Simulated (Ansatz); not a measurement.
## Data sheet: LuB$_{2}$Os$_{3}$ (DFT)

LuB2Os3:
```
LuB2Os3
1.0
    5.47284     0.00000     0.00000
   -2.73642     4.73962     0.00000
    0.00000     0.00000     2.99571
B Os Lu
2 3 1
Cartesian
  0.00000   3.15975   0.00000
  2.73642   1.57987   0.00000
  2.73642   0.00000   1.49786
  1.36821   2.36981   1.49786
 -1.36821   2.36981   1.49786
  0.00000   0.00000   0.00000
```

Space group P6/mmm (No. 191); conventional cell a = b = 5.4728 Å, c = 2.9957 Å, α = β = 90.00°, γ = 120.00°.

Method: PBEsol in the plane-wave PAW code Ansatz. Geometry: relaxed at this level of theory. Other levels are named where they apply.

**Cell and energy**

Volume per atom: 12.95 Å³
Density: 16.40 g/cm³
Formation energy from the elements (no fitted shifts): -0.32 eV/atom

**Electronic structure**

* **Electronic character**: metallic (no gap)
* **Density of states at the Fermi level**: 0.41 states/eV per atom (mean over ±0.08 eV)

**Mechanics**

- Bulk modulus (Birch–Murnaghan fit): 281 GPa
- Pressure derivative B′: 4.4
- Elastic constants (relaxed ions, GPa): C11 = 432, C12 = 225, C13 = 184, C33 = 481, C44 = 165
- Mechanical stability: stable (all eigenvalues of C positive)
- Hill bulk and shear moduli: 281 and 134 GPa
- Young's modulus: 346 GPa
- Poisson's ratio: 0.29
- Debye temperature from the elastic constants: 404 K

The workflow started from an entry of the Crystallography Open Database (COD). Its standing as an ambient phase is unchecked. The cell was relaxed with PBEsol under the symmetry of its start; its stability against distortions is not shown here. No spin polarisation was allowed. As this level gives no gap, shear constants depend on the k-mesh and smearing (Fermi–Dirac, 0.1 eV here). The references are the lowest solids computed at this level, not always the standard phases. Scalar-relativistic: spin–orbit coupling is off unless named, which matters more the heavier the elements.

Potentials: the later of the program's two PAW sets.
